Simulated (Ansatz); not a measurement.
Computed properties of Bi₂Te₃

Bi2Te3:
```yaml
crystal:
  lattice:
    - [4.40859, 0.00000, 0.00000]
    - [-2.20430, 3.81795, 0.00000]
    - [0.00000, 0.00000, 11.01582]
  atoms:
    - { symbol: Bi, position: [0.33333, 0.66667, 0.18678] }
    - { symbol: Bi, position: [0.66667, 0.33333, 0.81322] }
    - { symbol: Te, position: [0.00000, 0.00000, 0.00000] }
    - { symbol: Te, position: [0.33333, 0.66667, 0.65782] }
    - { symbol: Te, position: [0.66667, 0.33333, 0.34218] }
```

Space group P-3m1 (No. 164), La2O3 or Ni2Al3 type; conventional cell a = 4.4086 Å, b = 4.4086 Å, c = 11.0158 Å, α = 90.00°, β = 90.00°, γ = 120.00°.

Method: r²SCAN (plane waves, PAW; program Ansatz). The cell and atoms are relaxed at this level. Other levels are named where they apply.

**Cell and energy**

```json
{
 "volume_per_atom": "37.08 Å³",
 "density": "7.17 g/cm³",
 "Formation energy from the elements (no fitted shifts)": "-0.27 eV/atom"
}
```

**Electronic structure**

```json
{
  "band_gap": "1.01 eV (smallest direct gap 1.02 eV)",
  "valence_band_maximum": "off the standard path, at k = (0.000, 0.130, 0.383) in fractions of the reciprocal vectors",
  "conduction_band_minimum": "at Γ",
  "electron_effective_mass": "0.099, 0.099, 0.90 mₑ (principal values)",
  "hole_effective_mass": "0.24, 0.45, 0.91 mₑ (principal values)",
  "HSE06 gap on the r²SCAN cell": "1.17 eV",
  "Gap with spin–orbit coupling": "0.07 eV"
}
```

**Charges**

```json
{
  "bader_charges": "Bi +0.80, Te -0.69 to -0.45 e"
}
```

A made-up cell: these elements were put on the sites of a structure type; neither database checked (COD, Materials Project) lists it. It is not the phase usual at ambient conditions (space group No. 166). The cell was relaxed with r²SCAN under the symmetry of its start; its stability against distortions is not shown here. The references are the lowest solids computed at this level, not always the standard phases. Scalar-relativistic: spin–orbit coupling is off unless named, which matters more the heavier the elements.

Potentials: the earlier of the program's two PAW sets. The files were generated under PBE; for other functionals the program regenerates the frozen cores, and for LDA and PBEsol the local potential too.
